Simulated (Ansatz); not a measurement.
ZrO$_{2}$:
```cif
data_O8Zr4
_chemical_formula_sum 'Zr4 O8'
_space_group_name_H-M_alt 'P 1'
_space_group_IT_number 1
_cell_length_a 5.18927
_cell_length_b 5.24175
_cell_length_c 5.37909
_cell_angle_alpha 90.000
_cell_angle_beta 99.673
_cell_angle_gamma 90.000
loop_
_space_group_symop_operation_xyz
  'x, y, z'
loop_
_atom_site_label
_atom_site_type_symbol
_atom_site_fract_x
_atom_site_fract_y
_atom_site_fract_z
_atom_site_occupancy
Zr1 Zr 0.72429 0.95615 0.78985 1
Zr2 Zr 0.27571 0.04385 0.21015 1
Zr3 Zr 0.27571 0.45615 0.71015 1
Zr4 Zr 0.72429 0.54385 0.28985 1
O1 O 0.06488 0.17384 0.85019 1
O2 O 0.93512 0.82616 0.14981 1
O3 O 0.93512 0.67384 0.64981 1
O4 O 0.06488 0.32616 0.35019 1
O5 O 0.54892 0.25674 0.02471 1
O6 O 0.45108 0.74326 0.97529 1
O7 O 0.45108 0.75674 0.47529 1
O8 O 0.54892 0.24326 0.52471 1
```

Relaxed with PBE.

### Question
Which orbitals make up the states near the band edges in plane-wave PAW PBE (Ansatz code)?

### Answer
Top 1 eV of the valence band: O 2p 93 %. Bottom 1 eV of the conduction band: Zr 4d 86 %, O 2p 11 %. Projections are on Löwdin-orthogonalised atomic valence shells; empty p or d shells of many metals are not among them.

### Question
Tabulate the density of states.

### Answer
States/eV per cell of 12 atoms, in 0.25 eV bins, energy from the valence-band maximum.

| E (eV) | total | O 2p | Zr 4d | O 2s |
|---|---|---|---|---|
| -5.05 | 0.00 | 0.00 | 0.00 | 0.00 |
| -4.80 | 1.72 | 1.16 | 0.44 | 0.01 |
| -4.55 | 5.43 | 3.72 | 1.39 | 0.02 |
| -4.30 | 12.33 | 8.48 | 3.32 | 0.06 |
| -4.05 | 13.10 | 9.04 | 3.59 | 0.06 |
| -3.80 | 12.22 | 8.65 | 3.08 | 0.07 |
| -3.55 | 8.38 | 6.13 | 1.86 | 0.06 |
| -3.30 | 10.22 | 7.67 | 2.06 | 0.08 |
| -3.05 | 8.21 | 6.36 | 1.43 | 0.09 |
| -2.80 | 8.65 | 6.84 | 1.37 | 0.10 |
| -2.55 | 10.05 | 8.16 | 1.38 | 0.11 |
| -2.30 | 8.18 | 6.72 | 1.10 | 0.08 |
| -2.05 | 11.91 | 9.84 | 1.56 | 0.12 |
| -1.80 | 10.91 | 9.19 | 1.29 | 0.09 |
| -1.55 | 13.32 | 11.49 | 1.35 | 0.09 |
| -1.30 | 13.10 | 11.62 | 1.06 | 0.06 |
| -1.05 | 12.57 | 11.36 | 0.86 | 0.05 |
| -0.80 | 14.21 | 13.08 | 0.75 | 0.05 |
| -0.55 | 11.73 | 11.01 | 0.46 | 0.03 |
| -0.30 | 4.41 | 4.20 | 0.12 | 0.01 |
| -0.05 | 1.34 | 1.31 | 0.02 | 0.00 |
| 0.20 | 0.00 | 0.00 | 0.00 | 0.00 |
| 0.45 | 0.00 | 0.00 | 0.00 | 0.00 |
| 0.70 | 0.00 | 0.00 | 0.00 | 0.00 |
| 0.95 | 0.00 | 0.00 | 0.00 | 0.00 |
| 1.20 | 0.00 | 0.00 | 0.00 | 0.00 |
| 1.45 | 0.00 | 0.00 | 0.00 | 0.00 |
| 1.70 | 0.00 | 0.00 | 0.00 | 0.00 |
| 1.95 | 0.00 | 0.00 | 0.00 | 0.00 |
| 2.20 | 0.00 | 0.00 | 0.00 | 0.00 |
| 2.45 | 0.00 | 0.00 | 0.00 | 0.00 |
| 2.70 | 0.00 | 0.00 | 0.00 | 0.00 |
| 2.95 | 0.00 | 0.00 | 0.00 | 0.00 |
| 3.20 | 0.00 | 0.00 | 0.00 | 0.00 |
| 3.45 | 0.00 | 0.00 | 0.00 | 0.00 |
| 3.70 | 0.95 | 0.11 | 0.81 | 0.00 |
| 3.95 | 3.93 | 0.43 | 3.38 | 0.02 |
| 4.20 | 8.07 | 0.88 | 6.90 | 0.06 |
| 4.45 | 7.89 | 0.84 | 6.73 | 0.08 |
| 4.70 | 9.52 | 1.03 | 8.07 | 0.12 |
| 4.95 | 6.70 | 0.81 | 5.60 | 0.10 |
| 5.20 | 10.87 | 1.39 | 8.91 | 0.24 |
| 5.45 | 9.37 | 1.12 | 7.67 | 0.23 |
| 5.70 | 9.52 | 1.34 | 7.45 | 0.37 |
| 5.95 | 9.22 | 1.31 | 7.09 | 0.45 |
| 6.20 | 4.84 | 0.73 | 3.64 | 0.24 |
| 6.45 | 6.12 | 1.03 | 4.40 | 0.32 |
| 6.70 | 7.79 | 1.34 | 5.44 | 0.46 |
| 6.95 | 8.22 | 1.01 | 5.69 | 0.83 |
| 7.20 | 8.93 | 1.31 | 5.89 | 0.86 |
| 7.45 | 4.37 | 0.74 | 2.77 | 0.37 |
| 7.70 | 6.68 | 1.28 | 4.28 | 0.46 |
| 7.95 | 6.82 | 1.43 | 4.33 | 0.43 |
| 8.20 | 6.11 | 1.37 | 3.76 | 0.34 |
| 8.45 | 7.30 | 1.78 | 4.54 | 0.32 |

Space group P2_1/c. Symmetry was held in the PBE relaxation. No spin polarisation was allowed. Spin–orbit coupling is left out wherever it is not named.

Potentials: the earlier of the program's two PAW sets.
